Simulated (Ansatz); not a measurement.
Surface loss at microwave frequencies, Drude damping in the near infrared and electronic heat conduction all follow from the resistivity and the plasma energy of a metal.

fcc Ag serves as the reference. Frequency 10 GHz, photon energy 0.8 eV, T = 300 K, Lorenz number 2.44×10⁻⁸ WΩ/K². All rows are cubic metals, run without spin polarisation.

Levels of theory (Ansatz, a plane-wave PAW program): resistivity, plasma energy, N(E_F): PBEsol, Boltzmann equation with harmonic phonons, 300 K, mean over directions.

Not checked to be the ambient phase: LuHg (CsCl type); LaS (rock salt); HfTc (CsCl type). Spin–orbit coupling is left out unless named.

```csv
crystal,ρ (μΩ·cm),ħω_p (eV),N(E_F) (states/eV/atom)
LuHg (CsCl type),25,5.0,0.63
"fcc Ag, reference",1.6,9.2,0.26
bcc Li,11,6.6,0.46
bcc Ta,13,9.0,1.26
LaS (rock salt),14,5.8,0.58
HfTc (CsCl type),6.2,7.6,0.75
bcc W,5.1,7.9,0.44
```

Working rules: R_s = √(πfμ₀ρ) = 6.283 mΩ × √(f ρ); ħγ = ħε₀ω_p²ρ = 0.1345 meV × (ħω_p)² ρ; quality = ω/γ; κ_e = L₀T/ρ = 732/ρ.

Question: Compute surface resistance, damping ħγ, Drude quality and electronic κ for bcc Li, showing the steps.

Answer: 
1. R_s = 6.283 × √(10 × 11) = 66 mΩ
2. ħγ = 0.1345 × 6.6² × 11 = 64.4 meV
3. Drude quality: 800/64.4 = 12
4. κ_e = 732/11 = 67 W/(m·K)

Question: Put the candidates in order of Drude quality, highest first.

Answer: The same steps for every row:

| crystal | surface resistance (mΩ) | damping ħγ (meV) | Drude quality | electronic κ (W/(m·K)) |
|---|---|---|---|---|
| LuHg (CsCl type) | 99 | 84.1 | 9.5 | 29 |
| fcc Ag, reference | 25 | 18.2 | 44 | 460 |
| bcc Li | 66 | 64.4 | 12 | 67 |
| bcc Ta | 72 | 142 | 5.6 | 56 |
| LaS (rock salt) | 74 | 63.3 | 13 | 52 |
| HfTc (CsCl type) | 49 | 48.2 | 17 | 120 |
| bcc W | 45 | 42.8 | 19 | 140 |

By Drude quality (highest first): fcc Ag (44 ± 8.2), bcc W (19 ± 3.5) ≈ HfTc (CsCl type) (17 ± 3.1), LaS (rock salt) (13 ± 2.4) ≈ bcc Li (12 ± 2.3) ≈ LuHg (CsCl type) (9.5 ± 1.8), bcc Ta (5.6 ± 1.1). The ± follows from allowances picked for this note (resistivity 12 %, plasma energy 4 %, 12 % for the model), carried to first order and added in quadrature; ≈ joins neighbours closer than their two ± added in quadrature. At the edge of that rule, so that a last digit could turn the call: HfTc (CsCl type) and LaS (rock salt). On this figure 0 of 6 candidates do clearly better than the reference.

Question: How does resistivity vary with N(E_F) across these crystals?

Answer: The usual expectation is that resistivity rises with N(E_F) (a high density of slow d states gives more final states to scatter into without carrying much current). These rows show that weakly (rank correlation 0.61 over 7 rows); without HfTc (CsCl type) it is 0.83.

Only phonon scattering is included, so films lose more. Interband absorption, often the larger optical loss, is outside the Drude quality. Resistivities move by up to 12 % from half the mesh. The rows are a sample of cubic metals; oxides, V to Ni (no spin in these runs) and Tl, Pb, Bi were not drawn. Limits of the draw: cubic metals without O, V to Ni, Tl, Pb or Bi. As a rule kept out of such tables: 4f compounds, open-shell compounds run without a Hubbard term, cells found unstable in the tests at hand, cells close to a higher symmetry, and runs set to a pressure or over 12 % in volume from the crystal's fullest run.
